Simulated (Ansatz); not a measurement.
Values for one crystal, relaxed and computed with DFT-PBEsol in the program Ansatz with PAW potentials; other levels are named.

* **Volume per atom**: 10.25 Å³
* **Electronic character**: metallic (no gap)
* **Density of states at the Fermi level**: 0.85 states/eV per atom (mean over ±0.08 eV)
* **Bulk modulus (Birch–Murnaghan fit)**: 249 GPa
* **Pressure derivative B′**: 5.0
* **Formation energy from the elements (no fitted shifts)**: -0.54 eV/atom

Task: Which of these materials gives this?
A) Ta2SiN, P6_3/mmc (Si on 2d, Ta on 4f, N on 2a)
B) HfSi, CsCl type
C) Co2Si, Pnma (Co on 4c, Co on 4c, Si on 4c)
D) SiGe, NiAs type

Result: C, Co2Si, Pnma (Co on 4c, Co on 4c, Si on 4c)

Symmetry was held in the PBEsol relaxation. Magnetic state: ferromagnetic, the only order run, not a proven ground state. The references are the lowest solids computed at this level, not always the standard phases.

Potentials: the earlier of the program's two PAW sets. The files were generated under PBE; for other functionals the program regenerates the frozen cores, and for LDA and PBEsol the local potential too.
